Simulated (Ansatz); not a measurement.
Data:

Pt:
```cif
data_Pt4
_chemical_formula_sum 'Pt4'
_space_group_name_H-M_alt 'I41/amd :1'
_space_group_IT_number 141
_space_group_name_Hall 'I 4bw 2bw -1bw'
_cell_length_a 5.03686
_cell_length_b 5.03686
_cell_length_c 2.70379
_cell_angle_alpha 90.000
_cell_angle_beta 90.000
_cell_angle_gamma 90.000
loop_
_atom_site_label
_atom_site_type_symbol
_atom_site_symmetry_multiplicity
_atom_site_Wyckoff_symbol
_atom_site_fract_x
_atom_site_fract_y
_atom_site_fract_z
_atom_site_occupancy
Pt1 Pt 4 a 0.00000 0.00000 0.00000 1
```
(The calculation used a cell of 2 atoms; values per cell refer to that cell.)

This is the PBE-relaxed structure.

**Question.** All from the program Ansatz at the PBE level (PAW), unless another level is named. Estimate the bulk modulus (Birch–Murnaghan fit).

**Answer.** 206 GPa.

**Question.** Predict the highest zone-centre frequency.

**Answer.** 178 cm⁻¹.

Space group I4_1/amd (β-Sn type). The cell is a constructed one: a structure type filled with these elements; neither database checked (COD, Materials Project) lists it. It is not the phase usual at ambient conditions (space group No. 225). The PBE relaxation kept the symmetry of its start; of distortions, only those at the zone centre were tested. No spin polarisation was allowed. As this level gives no gap, phonon frequencies hold no LO–TO term and depend on the k-mesh and smearing (Fermi–Dirac, 0.1 eV here). Spin–orbit coupling is left out wherever it is not named.

Potentials: the later of the program's two PAW sets.
